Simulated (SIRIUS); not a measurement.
A self-consistent single point of B6As (R-3m, 14 atoms in the cell; from Materials Project mp-624, lattice scaled a little).

```
B6As
1.0
    3.01902     1.74303     3.90110
   -3.01902     1.74303     3.90110
    0.00000    -3.48606     3.90110
B As
12 2
Direct
  0.01528   0.01528   0.32488
  0.98472   0.98472   0.67512
  0.32488   0.01528   0.01528
  0.67512   0.98472   0.98472
  0.01528   0.32488   0.01528
  0.98472   0.67512   0.98472
  0.82186   0.27247   0.82186
  0.17814   0.72753   0.17814
  0.82186   0.82186   0.27247
  0.17814   0.17814   0.72753
  0.27247   0.82186   0.82186
  0.72753   0.17814   0.17814
  0.60055   0.60055   0.60055
  0.39945   0.39945   0.39945
```

Method: BLYP, GBRV PBE ultrasoft pseudopotentials (plane waves; SIRIUS).

SIRIUS settings:

- parameters.ngridk = 6 6 6
- parameters.xc_functionals = [XC_GGA_X_B88, XC_GGA_C_LYP]
- parameters.gk_cutoff = 6.325 1/bohr
- parameters.pw_cutoff = 14.143 1/bohr
- parameters.smearing = gaussian
- parameters.smearing_width = 0.0001 Ha
- potentials = GBRV PBE ultrasoft pseudopotentials
- parameters.electronic_structure_method = pseudopotential
- parameters.num_bands = 28
- parameters.num_mag_dims = 0
- parameters.num_dft_iter = 100
- parameters.energy_tol = 1e-07 Ha
- parameters.density_tol = 1e-06
- mixer.type = anderson
- mixer.beta = 0.5
- mixer.use_hartree = true

Question: Estimate, at this level of theory: gap on the k-point mesh, pressure and largest force (vector length).

Answer: The run gave:

| Item | Value |
|---|---|
| Gap on the k-point mesh | 2.89 eV |
| Pressure | 17.42 GPa |
| Largest force (vector length) | 0.261 eV/Å |

The gap is read on the k-point mesh of the run and can differ from the gap over the whole zone at this level.

For comparison: a first run (DFT, PBEsol, plane waves, GBRV PBEsol ultrasoft pseudopotentials) was changed to give this one (parameters.xc_functionals: [XC_GGA_X_PBE_SOL, XC_GGA_C_PBE_SOL] → [XC_GGA_X_B88, XC_GGA_C_LYP]; pseudopotentials: GBRV PBEsol ultrasoft pseudopotentials → GBRV PBE ultrasoft pseudopotentials), and from it to this one the pressure goes from 9.53 to 17.42 GPa, the largest force goes from 0.221 to 0.261 eV/Å and the gap on the mesh goes from 2.710 to 2.892 eV.

The potentials were made for another functional than the one used. The structure comes from a collection of computed structures, made at another level of theory; the collection holds predicted forms beside known ones. Its lattice was then scaled.

Cost on one core: about 2.4 core-minutes (a rough figure).
